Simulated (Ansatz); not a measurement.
Data:

ScPd:
```yaml
crystal:
  lattice:
    - [3.26668, 0.00000, 0.00000]
    - [0.00000, 3.26668, 0.00000]
    - [0.00000, 0.00000, 3.26668]
  atoms:
    - { symbol: Sc, position: [0.50000, 0.50000, 0.50000] }
    - { symbol: Pd, position: [0.00000, 0.00000, 0.00000] }
```

This is the PBEsol-relaxed structure.

Question: All from plane-wave PAW PBEsol (Ansatz code), unless another level is named. Give the Young's modulus.

Answer: 109 GPa.

Question: And the elastic constants (relaxed ions, GPa)?

Answer: C11 = 164, C12 = 103, C44 = 48.4.

Space group Pm-3m (CsCl type). The first step of the workflow began from a Materials Project structure, measured or hypothetical; the Crystallography Open Database files this formula in space group No. 221, but the cells were not matched. Its standing as an ambient phase is unchecked. Symmetry was held in the PBEsol relaxation; of distortions, only those at the zone centre were tested. The run is not spin-polarised. As this level gives no gap, shear constants depend on the k-mesh and smearing (Fermi–Dirac, 0.1 eV here).

Potentials: the later of the program's two PAW sets.
